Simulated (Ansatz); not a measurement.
The start is a relaxed TaN cell, doubled along one cell vector, shaken by Gaussian noise of σ = 0.08 Å a coordinate. Cell shape, volume and atoms are optimised at zero target pressure with r2SCAN (plane waves to 500 eV, PAW, scalar-relativistic; Ansatz, a first-principles code). The first steps use a coarse 3×5×8 k-mesh.

Input geometry:
```
CELL_PARAMETERS angstrom
     10.47017     0.00000     0.00000
     -2.61754     4.53372     0.00000
      0.00000     0.00000     2.90780
ATOMIC_POSITIONS crystal
  N  0.26783 0.00234 0.00870
  N  0.73069 0.98565 0.06861
  N  0.24893 0.49918 0.97755
  N  0.75317 0.51263 0.97218
  N  0.01386 0.53307 0.02120
  N  0.50662 0.50492 0.99959
  Ta 0.99489 0.96828 0.98247
  Ta 0.49504 0.98195 0.99444
  Ta 0.16791 0.69846 0.47698
  Ta 0.65998 0.65065 0.47123
  Ta 0.35355 0.36362 0.53798
  Ta 0.83095 0.33278 0.46284
```

* **Initial pressure**: +9 GPa (positive: the cell is compressed)
* **Largest initial force**: about 5.4 eV/Å, on Ta11 (atoms numbered as listed)
* **Energy released**: 0.43 eV/atom
* **Volume change**: +2.2 %, from 11.50 to 11.76 Å³/atom
* **Relative to the parent**: It does not go back: it reaches Pmc2₁ (No. 26), 0.26 eV/atom below the parent
* **Shortest distances (start → end)**: The closest pairs of elements (up to four, under 3.6 Å), start → end: N–Ta 1.92 → 2.05 Å; N–N 2.44 → 2.56 Å; Ta–Ta 2.79 → 2.89 Å
* **Optimiser moves**: 15

It ends as:

```cif
data_N6Ta6
_chemical_formula_sum 'N6 Ta6'
_space_group_name_H-M_alt 'Pmc21'
_space_group_IT_number 26
_space_group_name_Hall 'P 2c -2'
_cell_length_a 2.88805
_cell_length_b 9.20264
_cell_length_c 5.30868
_cell_angle_alpha 90.000
_cell_angle_beta 90.000
_cell_angle_gamma 90.000
loop_
_atom_site_label
_atom_site_type_symbol
_atom_site_symmetry_multiplicity
_atom_site_Wyckoff_symbol
_atom_site_fract_x
_atom_site_fract_y
_atom_site_fract_z
_atom_site_occupancy
N1 N 2 a 0.00000 0.05491 0.34115 1
N2 N 2 a 0.00000 0.53432 0.16152 1
N3 N 2 a 0.00000 0.23961 0.94144 1
Ta1 Ta 2 a 0.00000 0.24428 0.55588 1
Ta2 Ta 2 b 0.50000 0.07803 0.04294 1
Ta3 Ta 2 b 0.50000 0.58384 0.45136 1
```

Final values are on a 16×5×9 k-mesh of the relaxed cell. No spin polarisation in the result.

Of the parent cell (P6/mmm (No. 191)): The first start was generated by placing the elements on the sites of a structure type. A measured structure of TaN has the same space group, P6/mmm (No. 191); the sites were not compared with it. Another known form has space group No. 225.

The relaxed structure here is a generated cell of TaN: the first start was made by placing the elements on the sites of a structure type, and the end was not matched to a known phase here, so it may be hypothetical. Known forms of TaN include space group No. 225.
